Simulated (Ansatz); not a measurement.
**Ba$_{2}$N (R-3m), stationary points along a deformation path**

Level of theory: DFT PBEsol, scalar-relativistic, plane waves, PAW (Ansatz 0.2.0). Cutoff 420 eV, Γ-centred 18×18×18 k-points, Gaussian smearing of 0.15 eV. No spin polarisation. Energies are free energies at this smearing, counted from the undisturbed cell; pressure is positive in compression.

The undisturbed cell (as given, not relaxed at this level; it stands at -0.7 GPa, and it needn't be the usual structure):

```xyz
3
Lattice="1.9954 1.1520 7.3597 -1.9954 1.1520 7.3597 0.0000 -2.3041 7.3597" Properties=species:S:1:pos:R:3 pbc="T T T"
Ba    0.0000    0.0000    5.8929
Ba    0.0000    0.0000   16.1861
N     0.0000    0.0000    0.0000
```

At fixed volume and fractional coordinates, lengths along (0.000, 0.000, 1.000) are scaled against those across it; ρ is that ratio over its starting value. V = 33.837 Å³/atom. Δσ is the stress along the axis less the mean stress across it (compression positive).

```
    ρ  ΔE (meV/atom)  Δσ (GPa) space group
0.800          164.4      8.26         R-3m
0.850           99.0      6.96         R-3m
0.920           34.3      4.53         R-3m
0.960           11.9      2.92         R-3m
1.000            0.0      1.19         R-3m
1.050           -0.4     -1.13         R-3m
1.100           15.0     -3.64         R-3m
1.200           92.8     -9.24         R-3m
1.300          230.3    -15.29         R-3m
```

Question: How does the stress give the slope of the energy, and where is the energy stationary?

Answer: Along the path d ln(length) is 2/3 d ln ρ on the axis and −1/3 d ln ρ across it, so dE/d ln ρ = −(2/3) V Δσ: the energy falls with ρ where Δσ is positive. Δσ vanishes or changes sign between ρ = 1.000 and 1.050, a minimum (near 1.03 by linear interpolation). Pairs of stationary points between two samples would go unseen, and could change a minimum read from distant neighbours into a maximum.

Question: Integrate that slope from ρ = 1 to 1.200 by the trapezoid rule.

Answer: With V/N in Å³ and 1 eV/Å³ = 160.2 GPa the slopes at ρ = 1.000, 1.050, 1.100, 1.200 are -168, 159, 513, 1301 meV/atom per unit of ln ρ. The steps add (-0.2) + 15.6 + 78.9 = 94.3 meV/atom, against 92.8 from the energies; the trapezoid rule misses the curvature of the slope within each step.

Forces appear on the atoms along this scan, and letting them relax would lower the energy and soften the response. In a metal these slopes depend on the k mesh and the smearing.

Cost: 9 runs of about 9.3 core-minutes in all, on Arm Neoverse V1 (shared hosts).